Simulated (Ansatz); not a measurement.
Space group P6/mmm (No. 191). a = 4.227 Å, b = 4.227 Å, c = 2.677 Å, α = 90.00°, β = 90.00°, γ = 120.00°
```json
{"atom": "Li", "site": "2d", "symmetry": "-6m2", "x": "0.3333", "y": "0.6667", "z": "0.5000"}
{"atom": "Pd", "site": "1a", "symmetry": "6/mmm", "x": "0.0000", "y": "0.0000", "z": "0.0000"}
```

Equation of state of this Li2Pd structure (not necessarily the ground state), with shape and atoms relaxed at each volume where symmetry leaves them free. It has no gap at any of these volumes. All numbers below come from DFT r2SCAN, scalar-relativistic, plane waves, PAW (Ansatz 0.2.0).

Plane waves to 500 eV, a k mesh through Γ of 12×12×16 on the computed 3-atom cell and Gaussian smearing (0.10 eV); no spin polarisation.

```tsv
V (Å³/atom)	E − E(largest V) (meV/atom)	P (GPa)
12.154	20.82	8.65
12.568	1.99	5.95
12.982	-10.36	3.64
13.397	-17.16	1.67
13.811	-19.22	-0.01
14.225	-17.23	-1.44
14.640	-11.78	-2.68
15.192	0.00	-4.06
```

Task: Fit a third-order Birch–Murnaghan equation to E(V).

Result: V0 = 13.80 Å³/atom, B0 = 52 GPa, B0' = 4.2.

Cost: 8 runs of about 12 core-minutes in all, on Intel Xeon Processor @ 2.50GHz (Skylake/Cascade Lake) (shared hosts).